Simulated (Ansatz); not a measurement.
BaSi2 in space group P-3m1 (No. 164; Ba on 1a, Si on 2d) at seven volumes, plane-wave PAW PBEsol (Ansatz code), shape and atoms relaxed at each. One row is withheld.

```tsv
V (Å³/atom)	P (GPa)
22.252	6.49
22.986	3.92
23.719	1.79
24.453	0.00
25.187	?
25.920	-2.87
26.654	-3.97
```

Task: Fit the shown pressures and predict the withheld one.

Result: P = (3/2)B₀(x^(7/2) − x^(5/2))[1 + (3/4)(B′ − 4)(x − 1)] with x = (V₀/V)^(2/3). Least squares on the six rows gives V₀ = 24.444 Å³/atom, B₀ = 55.7 GPa, B′ = 4.52. At V = 25.187, x = 0.9802 and P = -1.56 GPa. The run itself gave -1.55 GPa.

The workflow started from a Materials Project entry (that database holds measured and hypothetical structures alike); the Crystallography Open Database copy checked does not list it. COD files the formula under space group No. 62, 191, so this cell is another polymorph or a model. Its standing as an ambient phase is unchecked. The cell was relaxed with PBEsol under the symmetry of its start; of distortions, only those at the zone centre were tested. Scalar-relativistic: spin–orbit coupling is off unless named, which matters more the heavier the elements.

Potentials: the later of the program's two PAW sets.
